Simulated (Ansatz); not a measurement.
GeSe:
```cif
data_Ge4Se4
_chemical_formula_sum 'Ge4 Se4'
_space_group_name_H-M_alt 'P 1'
_space_group_IT_number 1
_cell_length_a 11.21648
_cell_length_b 3.88355
_cell_length_c 4.52130
_cell_angle_alpha 90.000
_cell_angle_beta 90.000
_cell_angle_gamma 90.000
loop_
_space_group_symop_operation_xyz
  'x, y, z'
loop_
_atom_site_label
_atom_site_type_symbol
_atom_site_fract_x
_atom_site_fract_y
_atom_site_fract_z
_atom_site_occupancy
Ge1 Ge 0.12734 0.25000 0.12028 1
Ge2 Ge 0.87266 0.75000 0.87972 1
Ge3 Ge 0.37266 0.75000 0.62028 1
Ge4 Ge 0.62734 0.25000 0.37972 1
Se1 Se 0.85275 0.25000 0.49853 1
Se2 Se 0.14725 0.75000 0.50147 1
Se3 Se 0.64725 0.75000 0.99853 1
Se4 Se 0.35275 0.25000 0.00147 1
```

Relaxed with PBE.

Which orbitals make up the states near the band edges in the program Ansatz at the PBE level (PAW)?

Top 1 eV of the valence band: Se 4p 61 %, Ge 4p 20 %, Ge 4s 17 %. Bottom 1 eV of the conduction band: Ge 4p 62 %, Se 4p 20 %, Se 4s 7 %, Ge 4s 6 %. Projections are on Löwdin-orthogonalised atomic valence shells; empty p or d shells of many metals are not among them.

Tabulate the density of states.

States/eV per cell of 8 atoms, in 0.25 eV bins, energy from the valence-band maximum.

| E (eV) | total | Se 4p | Ge 4p | Ge 4s |
|---|---|---|---|---|
| -7.85 | 5.88 | 1.47 | 0.18 | 3.91 |
| -7.60 | 4.97 | 1.25 | 0.17 | 3.18 |
| -7.35 | 3.28 | 0.86 | 0.12 | 1.93 |
| -7.10 | 1.99 | 0.51 | 0.07 | 1.14 |
| -6.85 | 1.52 | 0.37 | 0.05 | 0.86 |
| -6.60 | 1.20 | 0.27 | 0.04 | 0.68 |
| -6.35 | 1.01 | 0.21 | 0.03 | 0.57 |
| -6.10 | 0.84 | 0.15 | 0.03 | 0.49 |
| -5.85 | 0.64 | 0.10 | 0.02 | 0.38 |
| -5.60 | 0.10 | 0.02 | 0.00 | 0.06 |
| -5.35 | 0.00 | 0.00 | 0.00 | 0.00 |
| -5.10 | 0.00 | 0.00 | 0.00 | 0.00 |
| -4.85 | 0.77 | 0.42 | 0.31 | 0.02 |
| -4.60 | 2.69 | 1.50 | 1.05 | 0.09 |
| -4.35 | 4.27 | 2.46 | 1.57 | 0.17 |
| -4.10 | 4.44 | 2.62 | 1.57 | 0.16 |
| -3.85 | 4.39 | 2.67 | 1.50 | 0.14 |
| -3.60 | 5.50 | 3.42 | 1.82 | 0.16 |
| -3.35 | 6.01 | 3.80 | 1.89 | 0.19 |
| -3.10 | 5.98 | 3.81 | 1.82 | 0.22 |
| -2.85 | 5.05 | 3.25 | 1.52 | 0.18 |
| -2.60 | 5.93 | 3.93 | 1.66 | 0.21 |
| -2.35 | 5.80 | 3.97 | 1.49 | 0.19 |
| -2.10 | 6.61 | 4.57 | 1.61 | 0.28 |
| -1.85 | 6.42 | 4.48 | 1.52 | 0.29 |
| -1.60 | 6.12 | 3.88 | 1.56 | 0.56 |
| -1.35 | 5.11 | 3.04 | 1.34 | 0.61 |
| -1.10 | 6.95 | 3.93 | 1.80 | 1.06 |
| -0.85 | 5.41 | 3.11 | 1.29 | 0.88 |
| -0.60 | 5.11 | 3.13 | 1.00 | 0.87 |
| -0.35 | 2.93 | 1.92 | 0.46 | 0.49 |
| -0.10 | 0.51 | 0.35 | 0.07 | 0.09 |
| 0.15 | 0.00 | 0.00 | 0.00 | 0.00 |
| 0.40 | 0.00 | 0.00 | 0.00 | 0.00 |
| 0.65 | 0.00 | 0.00 | 0.00 | 0.00 |
| 0.90 | 0.09 | 0.01 | 0.06 | 0.01 |
| 1.15 | 1.59 | 0.26 | 1.02 | 0.12 |
| 1.40 | 3.03 | 0.60 | 1.87 | 0.22 |
| 1.65 | 4.24 | 0.91 | 2.60 | 0.26 |
| 1.90 | 4.75 | 0.99 | 3.03 | 0.21 |
| 2.15 | 4.59 | 1.00 | 2.95 | 0.15 |
| 2.40 | 5.54 | 1.29 | 3.52 | 0.15 |
| 2.65 | 6.64 | 1.59 | 4.11 | 0.16 |
| 2.90 | 6.56 | 1.62 | 4.07 | 0.13 |
| 3.15 | 7.10 | 1.82 | 4.40 | 0.15 |
| 3.40 | 6.78 | 1.73 | 4.24 | 0.11 |
| 3.65 | 6.29 | 1.60 | 3.95 | 0.09 |
| 3.90 | 5.47 | 1.42 | 3.39 | 0.07 |
| 4.15 | 5.67 | 1.51 | 3.42 | 0.06 |
| 4.40 | 5.47 | 1.50 | 3.24 | 0.06 |
| 4.65 | 5.86 | 1.62 | 3.41 | 0.06 |
| 4.90 | 5.06 | 1.39 | 2.86 | 0.06 |
| 5.15 | 3.85 | 1.09 | 2.13 | 0.05 |
| 5.40 | 3.43 | 0.99 | 1.87 | 0.05 |
| 5.65 | 1.75 | 0.52 | 0.92 | 0.03 |

Space group Pnma. The PBE relaxation kept the symmetry of its start. A crystal of weakly bound layers computed without a dispersion correction: the cell and the soft elastic constants depend strongly on that. Spin–orbit coupling is left out wherever it is not named.

Potentials: the later of the program's two PAW sets.
